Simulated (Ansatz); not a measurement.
TiO2:
```
TiO2
1.0
    4.54606     0.00000     0.00000
    0.00000     5.51387     0.00000
    0.00000     0.00000     4.89462
Ti O
4 8
Direct
  0.50000   0.67582   0.75000
  0.50000   0.32418   0.25000
  0.00000   0.82418   0.25000
  0.00000   0.17582   0.75000
  0.72887   0.61816   0.08084
  0.27113   0.38184   0.91916
  0.77113   0.88184   0.58084
  0.22887   0.11816   0.41916
  0.22887   0.88184   0.91916
  0.77113   0.11816   0.08084
  0.27113   0.61816   0.41916
  0.72887   0.38184   0.58084
```

Relaxed with r²SCAN. Special points in fractions of this cell's reciprocal vectors: Γ (0.000, 0.000, 0.000); X (0.500, 0.000, 0.000); S (0.500, 0.500, 0.000); Y (0.000, 0.500, 0.000); Z (0.000, 0.000, 0.500); U (0.500, 0.000, 0.500); R (0.500, 0.500, 0.500); T (0.000, 0.500, 0.500).

Q: List the band energies nearest the valence-band maximum at these points for r²SCAN in the plane-wave PAW code Ansatz.

A: In eV from the valence-band maximum; about four levels below and three above (degenerate sets whole), none deeper than 8.9 eV; points with the same levels are listed once.

```json
[
 {"k": "Γ", "below": "-0.51 -0.44 -0.03 0.00", "above": "3.08 3.09 3.22"},
 {"k": "X", "below": "-0.50 -0.50 -0.25 -0.25", "above": "3.54 3.54 3.67 3.67"},
 {"k": "S", "below": "-0.54 -0.54 -0.36 -0.36", "above": "3.41 3.41 3.41 3.41"},
 {"k": "Y", "below": "-1.23 -1.23 -0.13 -0.13", "above": "3.19 3.19 3.62 3.62"},
 {"k": "Z", "below": "-0.41 -0.41 -0.30 -0.30", "above": "3.05 3.05 3.47 3.47"},
 {"k": "U", "below": "-0.51 -0.51 -0.51 -0.51", "above": "3.39 3.39 3.39 3.39"},
 {"k": "R", "below": "-0.82 -0.82 -0.82 -0.82", "above": "3.43 3.43 3.43 3.43"},
 {"k": "T", "below": "-0.44 -0.44 -0.44 -0.44", "above": "3.32 3.32 3.32 3.32"}
]
```

Space group Pbcn. This is a known high-pressure phase of the composition, computed here at zero pressure and temperature. Symmetry was held in the r²SCAN relaxation; of distortions, only those at the zone centre were tested. The run is not spin-polarised.

Potentials: the earlier of the program's two PAW sets.
